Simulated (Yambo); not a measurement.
Yambo run on CsVN₂ (space group Fd-3m, No. 227). The wavefunctions come from this Quantum ESPRESSO step (PBEsol, PseudoDojo standard norm-conserving files, scalar-relativistic):

```
&CONTROL
  calculation = 'nscf'
  pseudo_dir = './pseudo'
  outdir = './out'
/
&SYSTEM
  ibrav = 0
  nat = 8
  ntyp = 3
  ecutwfc = 84.0
  ecutrho = 336.0
  occupations = 'fixed'
  force_symmorphic = .true.
  nbnd = 217
/
&ELECTRONS
  conv_thr = 8e-09
  diago_full_acc = .true.
  diago_thr_init = 1e-08
/
ATOMIC_SPECIES
N 14.0070 N.upf
V 50.9415 V.upf
Cs 132.9055 Cs.upf
CELL_PARAMETERS angstrom
  0.000000000000   4.171935000000   4.171935000000
  4.171935000000   0.000000000000   4.171935000000
  4.171935000000   4.171935000000   0.000000000000
ATOMIC_POSITIONS crystal
N   0.125000000000   0.125000000000   0.125000000000
N   0.625000000000   0.125000000000   0.125000000000
N   0.125000000000   0.125000000000   0.625000000000
N   0.125000000000   0.625000000000   0.125000000000
V   0.250000000000   0.250000000000   0.250000000000
V   0.000000000000   0.000000000000   0.000000000000
Cs   0.750000000000   0.750000000000   0.750000000000
Cs   0.500000000000   0.500000000000   0.500000000000
K_POINTS automatic
2 2 2 0 0 0
```

Yambo input:

```
rim_cut
gw0
dyson
el_el_corr
HF_and_locXC
ppa
em1d
RandQpts= 1000000
RandGvec= 1 Ry
EXXRLvcs= 84 Ry
VXCRLvcs= 336 Ry
Chimod= "HARTREE"
% BndsRnXp
 3 | 214 |
%
NGsBlkXp= 7 Ry
% LongDrXp
 1.0 | 1.0 | 1.0 |
%
PPAPntXp= 27.2114 eV
% GbndRnge
 1 | 214 |
%
GTermKind= "BG"
DysSolver= "n"
ExtendOut
% QPkrange
 1 | 1 | 32 | 33 |
 2 | 2 | 32 | 33 |
%
```

k points by index: 1 = Γ, 2 = L.

Table of the .qp output:

```
#    K-point    Band    Eo [eV]    E [eV]    E-Eo [eV]    Vxc [eV]    Vnlxc [eV]    Sc|Eo [eV]    Sc|E [eV]    dSc/dw|Eo [eV]    Re(Z)    Im(Z)
#
    1    32    -0.019485    0.124545    0.144030    -16.45502    -19.17039    2.907243    2.859400    -9.045761    0.750507    -0.001619
    1    33    0.558190    1.479502    0.921313    -21.08424    -14.30006    -5.552279    -5.862872    -9.171933    0.747905    -0.001632
    2    32    0.000000    0.153875    0.153875    -16.50493    -19.22126    2.921385    2.870204    -9.057429    0.750266    -0.001616
    2    33    0.946838    1.816973    0.870134    -20.41957    -13.89828    -5.366070    -5.651152    -8.913629    0.753252    -0.001635
```
(The two width columns are left out.) Convergence of these settings isn't established.

Geometry of the Materials Project entry, not relaxed at this level.

The structure is a Materials Project entry; no match was found in the copy of COD used, and its stability was not checked.

The runs are not spin-polarised; magnetic order was not tried.
